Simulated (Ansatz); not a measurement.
Relaxed C (diamond):

```
CELL_PARAMETERS angstrom
      0.00000     3.56028     3.56028
      1.78014     1.78014     3.56028
      1.78014     1.78014     0.00000
ATOMIC_POSITIONS crystal
  C  0.00000 0.50000 0.50000
  C  0.50000 0.50000 0.50000
  C  0.00000 0.75000 0.75000
  C  0.50000 0.75000 0.75000
```

The atoms are displaced by Q × the pattern below (from a DFPT mode at X = (0.5, 0.5, 0.0), largest move 1; Q in Å), at fixed cell. It is one choice among 2 degenerate patterns. (q is in reciprocal vectors of the primitive cell; the cell shown is doubled to hold the pattern.)

```json
[
 {"atom": "C1", "x": "0.000", "y": "0.000", "z": "-1.000"},
 {"atom": "C2", "x": "0.000", "y": "0.000", "z": "1.000"}
]
```

Atoms not listed stay in place.

Method: r2SCAN (plane waves to 500 eV, PAW, scalar-relativistic; Ansatz, an electronic-structure program). k mesh 16×16×16 (Γ-centred), Fermi-Dirac smearing 0.05 eV. The energy includes the smearing's −TS. C was relaxed with its symmetry unable to fall. The zero of ΔE is the undisplaced structure.

Problem. What ΔE (eV/cell) and −dE/dQ from forces (eV/Å) does the calculation give at Q (Å) = -0.100, -0.067, -0.050, -0.033, 0.017, 0.067, 0.083, 0.100?

Solution. 
```json
[
 {"Q (Å)": "-0.100", "ΔE (eV/cell)": "0.659", "−dE/dQ from forces (eV/Å)": "13.114"},
 {"Q (Å)": "-0.067", "ΔE (eV/cell)": "0.294", "−dE/dQ from forces (eV/Å)": "8.790"},
 {"Q (Å)": "-0.050", "ΔE (eV/cell)": "0.165", "−dE/dQ from forces (eV/Å)": "6.604"},
 {"Q (Å)": "-0.033", "ΔE (eV/cell)": "0.073", "−dE/dQ from forces (eV/Å)": "4.408"},
 {"Q (Å)": "0.017", "ΔE (eV/cell)": "0.018", "−dE/dQ from forces (eV/Å)": "-2.206"},
 {"Q (Å)": "0.067", "ΔE (eV/cell)": "0.294", "−dE/dQ from forces (eV/Å)": "-8.790"},
 {"Q (Å)": "0.083", "ΔE (eV/cell)": "0.458", "−dE/dQ from forces (eV/Å)": "-10.960"},
 {"Q (Å)": "0.100", "ΔE (eV/cell)": "0.659", "−dE/dQ from forces (eV/Å)": "-13.114"}
]
```

(A displaced cell: forces are minus the slopes of the energy, force constants its curvatures, and phonons follow from these.)
